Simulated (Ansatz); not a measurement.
**Kick test of a cell of Ta2W3**

The structure comes from a generated guess, relaxed at this level; another structure or a mixture of phases may lie lower.

The calculation used DFT PBE, scalar-relativistic, plane waves, PAW (Ansatz). Plane waves to 420 eV, a k mesh through Γ of 16×16×16 on the computed 5-atom cell and Gaussian smearing (0.10 eV); no spin polarisation.

The cell below (5 atoms, space group I4/mmm (No. 139)) is relaxed within its symmetry.

```xyz
5
Lattice="-1.6122 1.6122 8.0981 1.6122 -1.6122 8.0981 1.6122 1.6122 -8.0981" Properties=species:S:1:pos:R:3 pbc="T T T"
Ta    0.0000    0.0000   14.5814
Ta    0.0000    0.0000    1.6148
W     0.0000    0.0000   11.3840
W     0.0000    0.0000    4.8122
W     0.0000    0.0000    8.0981
```

For the test a repeat of it with 10 atoms (edges 4.56, 4.56, 8.41 Å) was strained at random (σ = 1.5 % a component), the atoms were moved at random (σ = 0.10 Å), and all was relaxed again on a coarse 6×6×6 mesh (in the run’s order of axes) with 0.20 eV smearing, with no symmetry imposed.

These runs have no spin–orbit coupling, which can matter for Ta and W.

Question: Does it come back?

Answer: It returns, within 1 meV/atom of the unmoved cell on that mesh and with the same symmetry when read at 0.1 Å. So it is stable against the distortions that fit this cell and that this random move excites. Modes that don't fit the cell aren't tested.
